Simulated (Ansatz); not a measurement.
Put TaH in P4/mmm (No. 123): Ta on 1a; H on 1c.

Theory: DFT PBE, scalar-relativistic, plane waves, PAW in Ansatz 0.2.0. Cutoff 420 eV, Γ-centred mesh, Gaussian smearing, no spin polarisation.

Formation energies are uncorrected and refer to the elements' standard structures at the same level (H₂ as a molecule).

Q: Predict the relaxed structure.

A:

Space group P4/mmm (No. 123). a = 2.859 Å, b = 2.859 Å, c = 2.818 Å, α = 90.00°, β = 90.00°, γ = 90.00°
```json
{"atom": "Ta", "site": "1a", "symmetry": "4/mmm", "x": "0.0000", "y": "0.0000", "z": "0.0000"}
{"atom": "H", "site": "1c", "symmetry": "4/mmm", "x": "0.5000", "y": "0.5000", "z": "0.0000"}
```

Ta is surrounded by 4 H at 2.02 Å and 6 Ta at 2.82–2.86 Å; around H lie 4 Ta at 2.02 Å. Another local minimum with the same sites may exist.

Q: Where does its energy lie, and is it a metal?

A: The formation energy is +0.30 eV/atom and the gap on the 20×20×20 mesh of the 2-atom cell is 0 eV (a metal). The separate elements lie lower, so it is unstable against them.

The last run used Gaussian smearing of 0.10 eV. These runs have no spin–orbit coupling, which can matter for Ta. With hydrogen, zero-point motion can shift formation energies by some tens of meV/atom. Symmetry constrained the relaxation, so the result can be a saddle point.
